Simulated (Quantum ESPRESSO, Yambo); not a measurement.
## Quasiparticle gap of CsCdF3

```cif
data_CdCsF3
_chemical_formula_sum 'F3 Cd1 Cs1'
_space_group_name_H-M_alt 'P 1'
_space_group_IT_number 1
_cell_length_a 4.48681
_cell_length_b 4.48681
_cell_length_c 4.48681
_cell_angle_alpha 90.000
_cell_angle_beta 90.000
_cell_angle_gamma 90.000
loop_
_space_group_symop_operation_xyz
  'x, y, z'
loop_
_atom_site_label
_atom_site_type_symbol
_atom_site_fract_x
_atom_site_fract_y
_atom_site_fract_z
_atom_site_occupancy
F1 F 0.00000 0.50000 0.50000 1
F2 F 0.50000 0.00000 0.50000 1
F3 F 0.50000 0.50000 0.00000 1
Cd1 Cd 0.50000 0.50000 0.50000 1
Cs1 Cs 0.00000 0.00000 0.00000 1
```

The geometry is that of Materials Project entry mp-8399, symmetrised and not relaxed again.

Starting point: PBEsol (Quantum ESPRESSO, PseudoDojo norm-conserving, 102 Ry, with spin-orbit coupling). G0W0 in Yambo: 2×2×2 Γ-centred k mesh, bands 9 to 278 and a 7 Ry block in the screening, 278 bands in G with the Bruneval-Gonze terminator, plasmon pole fitted at 27.2 eV.

```json
{
  "PBEsol gap along the band path": "3.22 eV",
  "PBEsol gap between the mesh's edge points (R → Γ)": "3.22 eV",
  "G0W0 gap between the same points": "6.18 eV",
  "PBEsol smallest direct gap on the mesh (at Γ)": "4.24 eV",
  "G0W0 direct gap at that point": "7.40 eV"
}
```

```csv
k point,band,E PBEsol (eV),E QP (eV),shift (eV),Z
Γ,VB−2,-1.02,-2.85,-1.83,0.80
Γ,VB−1,-1.02,-2.85,-1.83,0.80
Γ,VB,-1.02,-2.85,-1.83,0.80
Γ,CB,3.22,4.55,1.33,0.87
Γ,CB+1,3.22,4.55,1.33,0.87
X,VB,-1.06,-3.00,-1.94,0.80
X,CB,5.65,7.29,1.63,0.85
M,VB,0.00,-1.65,-1.64,0.81
M,CB,6.39,8.03,1.64,0.85
R,VB,0.00,-1.63,-1.63,0.81
R,CB,7.01,8.19,1.18,0.87
```

Energies count from the PBEsol valence-band maximum.

Nearest settings tried, and what they do to the gap: 184 bands in W, 184 bands in G: +162 meV; 3 Ry block (81 vectors against 203): +175 meV. Not varied: mesh. So the settings aren't converged at that level. The k mesh is coarse.

The cell is held in this high symmetry; tilts and polar distortions were not searched.

The structure is a Materials Project entry; no match was found in the copy of COD used, and its stability was not checked.
